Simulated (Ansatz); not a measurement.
ZnS (zinc blende)

```
CELL_PARAMETERS angstrom
      0.00000     5.44349     5.44349
      2.72175     0.00000     2.72175
      2.72175     2.72175     0.00000
ATOMIC_POSITIONS crystal
  S  0.37500 0.75000 0.75000
  S  0.87500 0.75000 0.75000
  Zn 0.00000 0.00000 0.00000
  Zn 0.50000 0.00000 0.00000
```

The atoms are displaced by Q × the pattern below (from a DFPT mode at L = (0.5, 0.0, 0.0), largest move 1; Q in Å), at fixed cell. (q is in reciprocal vectors of the primitive cell; the cell shown is doubled to hold the pattern.)

```
atom       x       y       z
----  ------  ------  ------
S1    -0.138   0.138   0.138
S2     0.138  -0.138  -0.138
Zn3   -0.577   0.577   0.577
Zn4    0.577  -0.577  -0.577
```

Method: PBE (plane waves to 420 eV, PAW, scalar-relativistic; Ansatz, an electronic-structure program). k mesh 5×10×10 (Γ-centred), Fermi-Dirac smearing 0.05 eV. Energies are smeared free energies. The PAW data are Ansatz's earlier set. ZnS was relaxed with its symmetry unable to fall. ΔE is measured from the undisplaced structure.

The scan covers Q from -0.180 to 0.180 Å in 13 points.

**Question.** Is this a single well or a double well?

**Answer.** A single well with its minimum at or next to zero displacement.

**Question.** Which space group does the distorted structure have?

**Answer.** R3m (No. 160), lowered from F-43m.

**Question.** What is the energy change at Q = 0.180 Å?

**Answer.** 285.7 meV/cell.

**Question.** What harmonic wavenumber does the curvature at Q = 0 give?

**Answer.** 189 cm⁻¹.

(A displaced cell: forces are minus the slopes of the energy, force constants its curvatures, and phonons follow from these.)
